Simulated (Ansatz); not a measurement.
YAl2Ge2:
```xyz
5
Lattice="4.2389 0.0000 0.0000 -2.1194 3.6710 0.0000 0.0000 0.0000 6.6480" Properties=species:S:1:pos:R:3 pbc="T T T"
Y      0.0000     0.0000     0.0000
Al     2.1194     1.2237     2.3710
Al     0.0000     2.4473     4.2771
Ge     2.1194     1.2237     4.9171
Ge     0.0000     2.4473     1.7309
```

Relaxed with r²SCAN. Special points in fractions of this cell's reciprocal vectors: Γ (0.000, 0.000, 0.000); M (0.500, 0.000, 0.000); K (0.333, 0.333, 0.000); A (0.000, 0.000, 0.500); L (0.500, 0.000, 0.500); H (0.333, 0.333, 0.500).

### Question
List the band energies nearest the Fermi level at these points for plane-wave PAW r²SCAN (Ansatz code).

### Answer
In eV from the Fermi level; about four levels below and three above (degenerate sets whole), none deeper than 8.9 eV; points with the same levels are listed once.

| k | below | above |
|---|---|---|
| Γ | -2.87 -2.87 -0.95 -0.69 -0.69 | 0.34 0.64 0.64 |
| M | -3.59 -3.44 -2.68 -1.33 | 1.97 2.08 2.79 |
| K | -5.64 -3.48 -3.48 -3.16 | 1.27 2.28 2.28 |
| A | -2.15 -2.15 -2.12 -2.12 -0.50 | 0.33 0.33 0.78 |
| L | -2.09 -1.63 -0.88 -0.03 | 1.45 1.95 1.96 |
| H | -5.07 -4.24 -2.60 -2.60 | 0.63 0.63 2.07 |

Space group P-3m1. The workflow started from a Materials Project entry (that database holds measured and hypothetical structures alike); the Crystallography Open Database files this formula in space group No. 164, but the cells were not matched. Its standing as an ambient phase is unchecked. Symmetry was held in the r²SCAN relaxation; its stability against distortions is not shown here. No spin polarisation was allowed. Scalar-relativistic: spin–orbit coupling is off unless named, which matters more the heavier the elements.

Potentials: the earlier of the program's two PAW sets.
